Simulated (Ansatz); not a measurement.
TeO₂ (fluorite, space group No. 225), the program Ansatz at the LDA level (PAW), all energies at zero smearing, with the estimated change up to a 700 eV cutoff added, with one set of potentials and settings (totals compare only within such a set). Cell of 3 atoms (1 Te, 2 O): -7935.052 eV.

```json
[
 {"element": "Te", "reference phase": "P3_121, 3 atoms in the cell", "E (eV/atom)": "-6827.2001"},
 {"element": "O", "reference phase": "C2/m, 4 atoms in the cell, spin-polarised", "E (eV/atom)": "-552.6518"}
]
```

Formation energy per atom, worked out: (-7935.052 − 1×(-6827.2001) − 2×(-552.6518))/3 = -0.850 eV/atom (-82 kJ per mol of atoms), at 0 K, without zero-point energy or fitted corrections.

Space group Fm-3m (fluorite). The cell is a constructed one: a structure type filled with these elements; neither database checked (COD, Materials Project) lists it. COD files the formula under space group No. 19, 61, 92, 136, so this cell is another polymorph or a model. Its standing as an ambient phase is unchecked. The LDA relaxation kept the symmetry of its start; whether a distortion lowers the energy is not shown. The references are the lowest solids computed at this level, not always the standard phases (solids in place of the gases). Scalar-relativistic: spin–orbit coupling is off unless named, which matters more the heavier the elements.

Potentials: the later of the program's two PAW sets.
